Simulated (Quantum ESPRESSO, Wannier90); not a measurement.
## InP (wurtzite), plane waves to Wannier functions

Materials Project entry mp-966800; symmetrised, unrelaxed at this level. Not found in the COD (Crystallography Open Database) copy used, which has the formula in other groups; not checked further. Computed values, not measurements, from PBEsol: Quantum ESPRESSO (norm-conserving PseudoDojo potentials, cutoff 56 Ry, no spin polarisation, no spin-orbit coupling) on a Γ-centred 12×12×6 mesh, then Wannier90. Density: 12×12×6 mesh, Gaussian smearing 0.01 Ry. Spin-orbit coupling is left out although heavy elements are present.

```
begin unit_cell_cart
ang
    4.1681099369    0.0000000000    0.0000000000
   -2.0840549684    3.6096890911    0.0000000000
    0.0000000000    0.0000000000    6.8399900000
end unit_cell_cart
mp_grid = 12 12 6
```

Neighbour vectors b of the finite-difference formula (Å⁻¹), by shell:

| shell | b_x | b_y | b_z |
|---|---|---|---|
| 1 | 0.00000 | 0.14505 | 0.00000 |
| 1 | 0.12562 | 0.07253 | 0.00000 |
| 1 | 0.00000 | -0.14505 | 0.00000 |
| 1 | 0.12562 | -0.07253 | 0.00000 |
| 1 | -0.12562 | -0.07253 | 0.00000 |
| 1 | -0.12562 | 0.07253 | 0.00000 |
| 2 | 0.00000 | 0.00000 | 0.15310 |
| 2 | 0.00000 | 0.00000 | -0.15310 |

### Question
Find the weights w_b from the completeness condition Σ_b w_b b_α b_β = δ_αβ.

### Answer
Shell 1: Σ b_x² = 0.063, Σ b_y² = 0.063, Σ b_z² = 0.000 Å⁻²
Shell 2: Σ b_x² = 0.000, Σ b_y² = 0.000, Σ b_z² = 0.047 Å⁻²
Each of the three diagonal sums, weighted, has to give 1 and the off-diagonal ones 0, which holds for w_1 = 15.8 Å², w_2 = 21.3 Å². Check on xx: 15.84×0.063 + 21.33×0.000 = 1.00.

On this mesh the 8 functions of bands 11-18 (valence bands; start: SCDM (isolated), conv_tol = 1.0e-6) end with spreads 2.4460, 2.4460, 2.4461, 2.4462, 2.4461, 2.4462, 2.4641, 2.4643 Å², Ω_I = 18.3513 Å² and Ω_D = 0.0219 Å².

Ω_total is the sum of the spreads, 19.605 Å². Ω_OD = Ω_total − Ω_I − Ω_D = 1.232 Å². Only (Ω_D + Ω_OD)/Ω_total = 6.4 % depends on the gauge, and another start could lower the total by that share at most. The rms radius is √(Ω_total/8) = 1.57 Å.
